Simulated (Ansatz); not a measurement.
The start is a relaxed W cell deformed by the Cartesian strain tensor (xx, yy, zz, yz, xz, xy) = (0.049, 0.059, -0.065, -0.046, -0.058, -0.039). Cell shape, volume and atoms are optimised at zero target pressure with r2SCAN (plane waves to 500 eV, PAW, scalar-relativistic; Ansatz, an electronic-structure program). The first steps use a coarse 15×15×14 k-mesh.

Initial structure:
```
W
1.0
   -1.81711     1.66654     1.50092
    1.63168    -1.81394     1.46288
    1.69349     1.69032    -1.64832
W
1
Cartesian
  0.00000   0.00000   0.00000
```

### Question
How much energy is released per atom?

### Answer
0.38 eV/atom.

### Question
How does the volume per atom move from start to end?

### Answer
-3.0 %, from 16.42 to 15.93 Å³/atom.

### Question
Is the parent structure recovered?

### Answer
It relaxes back to the parent, Im-3m (No. 229).

### Question
How do the shortest distances between atoms change?

### Answer
The closest pairs of elements (up to four, under 3.6 Å), start → end: W–W 2.53 → 2.75 Å.

### Question
What band gap does the relaxed structure have at this level?

### Answer
No gap (metallic).

Final values are on a 21×21×21 k-mesh of the relaxed cell. No spin polarisation in the result.

The run could not lose the symmetry of its start.
